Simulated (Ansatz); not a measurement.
All numbers below come from DFT PBE, scalar-relativistic, plane waves, PAW (Ansatz 0.2.0). All cells share a 420 eV cutoff and Γ-centred k meshes spaced at most about 0.3 Å⁻¹ (about 0.25 or finer for metals, 2π included). Collinear spin in cells that started with moments and kept them past the coarse steps, no spin elsewhere.

Temperature and zero-point effects are left out.

Two forms of RbVO2 were relaxed alike.

A. (site moments V 1.1 μB)

```
Rb V O
1.0
     4.14695    0.00000    0.00000
    -2.07347    3.59136    0.00000
     0.00000    0.00000    8.55558
Rb V O
1 1 2
Direct
  0.00000 0.00000 0.00000
  0.00000 0.00000 0.50000
  0.00000 0.00000 0.70077
  0.00000 0.00000 0.29923
```

B. (site moments under 0.1 μB)

```
Rb V O
1.0
     2.68651    0.00000    0.00000
     0.00000    2.68651    0.00000
     0.00000    0.00000    7.38255
Rb V O
1 1 2
Direct
  0.00000 0.00000 0.50000
  0.50000 0.50000 0.00000
  0.00000 0.00000 0.84813
  0.00000 0.00000 0.15187
```

Question: Which is lower in energy, and by how much?

Answer: B is lower, by 57 meV/atom. A has space group P6/mmm (No. 191), 31.9 Å³/atom and no gap on its mesh; B has space group P4/mmm (No. 123), 13.3 Å³/atom and no gap. Counting O atoms around Rb and V (those within 1.25 times the shortest such distance or 1.15 times the sum of covalent radii), A has Rb 2, V 2 and B has Rb 2, V 8. Their magnetic states differ too. The denser one is the lower, and pressure would at first widen the difference. In A, Rb is surrounded by 2 O at 2.56 Å; V has 2 O at 1.72 Å; O is surrounded by 1 V at 1.72 Å and 1 Rb at 2.56 Å. In B, Rb is surrounded by 2 O at 2.57 Å and 4 Rb at 2.69 Å; V is surrounded by 8 O at 2.21 Å and 4 V at 2.69 Å; O has 4 V at 2.21 Å, 1 O at 2.24 Å, 1 Rb at 2.57 Å and 4 O at 2.69 Å. Both come from invented guesses. A third cell relaxed alike, in P4/mmm, lies 0.73 eV/atom below the lower of the two.

In such compounds of V a zero gap at this level may well be an artefact, since no Hubbard U is applied. The magnetic state reached may not be the lowest. Cells relaxed within their symmetry can be saddle points. Some candidate types were left out of the draw beforehand, so a known form may be missing.
